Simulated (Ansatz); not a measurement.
Ansatz (a program for electronic structure) input:

Ansatz 0.2 input:
```yaml
crystal:
  lattice:
    - [3.0789583833, 0.0, 0.0]
    - [-1.5394791916, 2.6664561771, 0.0]
    - [0.0, 0.0, 20.1370433487]
  atoms:
    - { symbol: Si, position: [0.3333333333, 0.6666666667, 0.8751912261] }
    - { symbol: Si, position: [0.6666666667, 0.3333333333, 0.3751912261] }
    - { symbol: Si, position: [0.3333333333, 0.6666666667, 0.6249916712] }
    - { symbol: Si, position: [0.6666666667, 0.3333333333, 0.1249916712] }
    - { symbol: Si, position: [0.0, 0.0, 0.0000944584] }
    - { symbol: Si, position: [0.0, 0.0, 0.5000944584] }
    - { symbol: Si, position: [0.6666666667, 0.3333333333, 0.7501074382] }
    - { symbol: Si, position: [0.3333333333, 0.6666666667, 0.2501074382] }
    - { symbol: C, position: [0.3333333333, 0.6666666667, 0.3441230892] }
    - { symbol: C, position: [0.6666666667, 0.3333333333, 0.8441230892] }
    - { symbol: C, position: [0.6666666667, 0.3333333333, 0.2187211079] }
    - { symbol: C, position: [0.3333333333, 0.6666666667, 0.7187211079] }
    - { symbol: C, position: [0.0, 0.0, 0.5938560638] }
    - { symbol: C, position: [0.0, 0.0, 0.0938560638] }
    - { symbol: C, position: [0.3333333333, 0.6666666667, 0.9689249453] }
    - { symbol: C, position: [0.6666666667, 0.3333333333, 0.4689249453] }
kpoints:
  mp_grid: { grid: [9, 9, 2] }
hamiltonian:
  xc: r2scan
  pseudopotentials: { kind: paw }
scf:
  occupations: { method: fixed }
output:
  optics: { e_range: [0.0, 15.0], de: 0.05, sigma: 0.1, bands: { spectra_wanted_up_to: 12 eV } }
```

Output (shortened):

```
output.optics: the spectra are integrated over the Brillouin zone by k·p interpolation around the k-points, where levels, occupations, output.optics.sigma and …
Pseudopotentials: kind: paw
Pseudopotential: Si, paw, valence charge 4
Pseudopotential: C, paw, valence charge 4
Functional definition: r2SCAN
Crystal: 16 atoms, lattice volume = 165.323 Å³
Basis set: ecut = 500 eV, 4225 PW (Γ), exchange–correlation on 96×96×600 points (64 copies of the dense FFT grid, shifted against one another)
Bands: 48, of which v1, the nominal top of the filled ones, is band 32 counted from 1 (31 counted from 0)
Symmetry: 12 space group operations
Space group: P63mc (ITA 186), of the structure as read, at distance tolerance 5.5e-5 Å
k-points: 24 of 162
PAW frozen core: Si, regenerated for the run's functional
PAW frozen core: C, regenerated for the run's functional
Initial wavefunctions: pseudopotential atomic-orbital guess
Eigensolver: davidson
Functional: x = r2scan, c = r2scan; τ floored in thin density (d = 2e-4 eV/Å³)
SCF iter   1: F=—  HF=-7130.318569 eV  |F-HF|=—  |Δ(HF+E_count)|=         —  Δρ=5.85e-3  dr2=3.86e-2  dr2_τ=1.56e0  ethr=1.77e-3  ⟨swp⟩=5.1  Hψ=4534  notcnv=0  defer=329
all-band conjugate gradients solve this SCF's bands
preconditioner: auto → none
SCF iter   2: F=—  HF=-7130.673366 eV  |F-HF|=—  |Δ(HF+E_count)|=   3.55e-1  Δρ=4.05e-3  dr2=1.48e-2  dr2_τ=3.22e-4  ethr=6.03e-5  ⟨swp⟩=3.0  Hψ=2211  notcnv=0  defer=336
SCF iter   3: F=—  HF=-7130.679132 eV  |F-HF|=—  |Δ(HF+E_count)|=   5.77e-3  Δρ=1.68e-3  dr2=2.91e-2  dr2_τ=4.03e-4  ethr=2.32e-5  ⟨swp⟩=3.5  Hψ=1887  notcnv=0  defer=335
SCF iter   4: F=—  HF=-7130.673632 eV  |F-HF|=—  |Δ(HF+E_count)|=   5.50e-3  Δρ=5.90e-4  dr2=2.13e-3  dr2_τ=3.38e-5  ethr=2.32e-5  ⟨swp⟩=3.6  Hψ=1742  notcnv=0  defer=336
SCF iter   5: F=—  HF=-7130.673239 eV  |F-HF|=—  |Δ(HF+E_count)|=   3.93e-4  Δρ=1.69e-4  dr2=5.13e-5  dr2_τ=4.93e-6  ethr=3.32e-6  ⟨swp⟩=2.5  Hψ=1595  notcnv=0  defer=336
SCF iter   6: F=—  HF=-7130.673241 eV  |F-HF|=—  |Δ(HF+E_count)|=   2.23e-6  Δρ=5.75e-5  dr2=2.80e-6  dr2_τ=1.59e-7  ethr=8.01e-8  ⟨swp⟩=2.1  Hψ=1538  notcnv=0  defer=289
SCF iter   7: F=—  HF=-7130.673180 eV  |F-HF|=—  |Δ(HF+E_count)|=   6.12e-5  Δρ=2.00e-5  dr2=1.04e-6  dr2_τ=3.40e-8  ethr=4.38e-9  ⟨swp⟩=2.4  Hψ=1767  notcnv=0  defer=267
SCF iter   8: F=—  HF=-7130.673180 eV  |F-HF|=—  |Δ(HF+E_count)|=   1.04e-7  Δρ=8.05e-6  dr2=1.76e-7  dr2_τ=3.38e-9  ethr=1.63e-9  ⟨swp⟩=2.1  Hψ=1405  notcnv=0  defer=267
SCF iter  13: F=-7130.673180 eV  HF=-7130.673180 eV  |F-HF|=2.73e-12  |Δ(HF+E_count)|=  9.09e-13  Δρ=2.53e-8  dr2=9.90e-13  dr2_τ=3.43e-14  ethr=1.00e-12  ⟨swp⟩=13.3  Hψ=6285  notcnv=0
SCF 1 converged in 13 iterations: F = -7130.673180 eV  dr2 = 9.90e-13
NSCF: frozen V_eff on 24 k-points
Optics k sum: 0 of 24 k-points
Optics k sum: 2 of 24 k-points
Optics k sum: 3 of 24 k-points
Optics k sum: 4 of 24 k-points
Optics k sum: 5 of 24 k-points
Optics k sum: 6 of 24 k-points
Optics k sum: 8 of 24 k-points
Optics k sum: 9 of 24 k-points
Optics k sum: 10 of 24 k-points
Optics k sum: 11 of 24 k-points
Optics k sum: 12 of 24 k-points
Optics k sum: 14 of 24 k-points
Optics k sum: 15 of 24 k-points
Optics k sum: 16 of 24 k-points
Optics k sum: 17 of 24 k-points
Optics k sum: 18 of 24 k-points
Optics k sum: 20 of 24 k-points
Optics k sum: 21 of 24 k-points
Optics k sum: 22 of 24 k-points
Optics k sum: 23 of 24 k-points
Optics k sum: 24 of 24 k-points
Optics k sum: 0 of 24 k-points
Optics k sum: 2 of 24 k-points
Optics k sum: 3 of 24 k-points
Optics k sum: 4 of 24 k-points
Optics k sum: 5 of 24 k-points
Optics k sum: 6 of 24 k-points
Optics k sum: 8 of 24 k-points
Optics k sum: 9 of 24 k-points
Optics k sum: 10 of 24 k-points
Optics k sum: 11 of 24 k-points
Optics k sum: 12 of 24 k-points
Optics k sum: 14 of 24 k-points
Optics k sum: 15 of 24 k-points
Optics k sum: 16 of 24 k-points
Optics k sum: 17 of 24 k-points
Optics k sum: 18 of 24 k-points
Optics k sum: 20 of 24 k-points
Optics k sum: 21 of 24 k-points
Optics k sum: 22 of 24 k-points
Optics k sum: 23 of 24 k-points
Optics k sum: 24 of 24 k-points
NSCF: frozen V_eff on 1 k-points
NSCF: frozen V_eff on 1 k-points
output.optics: what the bands over the 86 summed would add to eps1, eps2 and the energy-loss function is held between a lower and an upper bound (6 Lanczos …
SCF converged after 13 iterations
Free energy (F): -7130.673180 eV
Harris-Foulkes:  -7130.673180 eV  (|F-HF|=2.73e-12)
Internal energy: -7130.673180 eV  (E = F + TS)
E sigma→0 (E₀):  -7130.673180 eV
Fermi energy:    9.414626 eV
--- Per-component energies (eV) ---
  E_band       = 204.553153
  E_kinetic    = 1088.400622
  E_local      = -830.031134  (includes V_loc(G=0)·N_el)
  E_nonlocal   = 402.921914
  E_hartree    = 260.520001
  E_xc         = -810.930708
  E_vxc        = -949.206679  (∫ρ·V_xc dr)
  E_paw        = -4962.328925  (= ΣΔE_a)
  E_vpaw       = -73.129720  (= ΣTr[D̂ρ^β])
  E_aug_tail   = 0.000066  (compensation charges beyond the density's cutoff)
  E_vtau       = 44.558083  (kinetic-family band-sum trace: ∫τ·v_τ [+ j·A + Jᵃ·Aᵃ] dr)
  E_ewald      = -2278.415362
  E_core_change = -0.809654  (= ΣΔE_core)
  E_smearing   =  0.000000  (= −TS)
  E_closure    =  0.000000  (closes the sum)
  Σ components = -7130.673180   (vs F -7130.673180, Δ=0.00e0)
  [band-id]    e_kinetic+e_local+e_nonlocal+2·e_hartree+e_vxc+e_vpaw+e_augmentation_tail+e_vtau = 204.553154   (vs E_band 204.553153, Δ=1.45e-6)
--- Band table (eV; the first three rows and the last of 24) ---
  k-point 0: bands = ["-6.8187", "-6.5212", "-6.4836", "-5.5907", "-5.5712", "-4.2111", "-4.1790", "-3.1880", "0.5461", "2.0449", "2.0867", "4.8914", "4.9156", "7.8215", "7.8511", "8.2317", "8.2317", "8.3286", "8.3286", "8.4225", "8.4225", "8.7179", "8.7179", "8.7883", "8.7883", "9.1676", "9.1676", "9.2304", "9.2304", "9.3867", "9.4146", "9.4146", "15.1899", "15.2577", "15.5823", "15.8508", "16.0607", "16.3387", "16.4399", "16.7750", "16.9453", "16.9453", "16.9498", "16.9498", "17.3180", "17.4143", "17.4143", "17.4855"]
  k-point 1: bands = ["-6.7396", "-6.7396", "-6.1127", "-6.1127", "-4.9264", "-4.9264", "-3.5105", "-3.5105", "0.9979", "0.9979", "3.4190", "3.4190", "6.4178", "6.4178", "8.2642", "8.2642", "8.2642", "8.2642", "8.5457", "8.5457", "8.5457", "8.5457", "8.9424", "8.9424", "8.9831", "8.9831", "8.9831", "8.9831", "9.3578", "9.3578", "9.3578", "9.3578", "15.2188", "15.2188", "15.6922", "15.6922", "16.2677", "16.2677", "16.5817", "16.5817", "16.9533", "16.9533", "16.9533", "16.9533", "17.3236", "17.3236", "17.3984", "17.3984"]
  k-point 2: bands = ["-6.5965", "-6.3011", "-6.2630", "-5.3768", "-5.3568", "-4.0103", "-3.9781", "-3.0045", "0.7490", "2.2083", "2.2503", "4.9440", "4.9700", "7.0704", "7.2224", "7.3082", "7.4793", "7.5337", "7.8197", "7.9523", "7.9699", "7.9986", "8.0333", "8.4596", "8.4704", "8.5052", "8.5093", "8.7168", "9.0253", "9.0707", "9.2523", "9.3194", "15.3579", "15.5085", "15.6252", "16.0247", "16.0444", "16.4905", "16.6228", "16.6909", "16.9228", "17.0679", "17.1266", "17.2311", "17.3360", "17.3719", "17.4954", "17.5743"]
  k-point 23: bands = ["-2.2028", "-2.2028", "-2.0931", "-2.0931", "-2.0729", "-2.0729", "-2.0293", "-2.0293", "1.6643", "1.6643", "1.9022", "1.9022", "1.9390", "1.9390", "2.3702", "2.3702", "3.2429", "3.2429", "3.8843", "3.8843", "4.1326", "4.1326", "4.6080", "4.6080", "6.0974", "6.0974", "6.5099", "6.5099", "6.6975", "6.6975", "7.3116", "7.3116", "13.4326", "13.4326", "13.8213", "13.8213", "14.6701", "14.6701", "16.1879", "16.1879", "16.4682", "16.4682", "18.7215", "18.7215", "19.0544", "19.0544", "19.2256", "19.2256"]
  band table: 48 of 48 bands, residual norms ≤ 1.0e-3 eV
```

Cost: very roughly 9 core-minutes on shared cores.

Space group P6_3mc. The first step of the workflow began from a Materials Project structure, measured or hypothetical. Its sites differ from those of the usual phase in this space group: another stacking or structure type. The cell was relaxed with r²SCAN under the symmetry of its start; whether a distortion lowers the energy is not shown.

Potentials: the later of the program's two PAW sets.

Ansatz is a plane-wave DFT program.
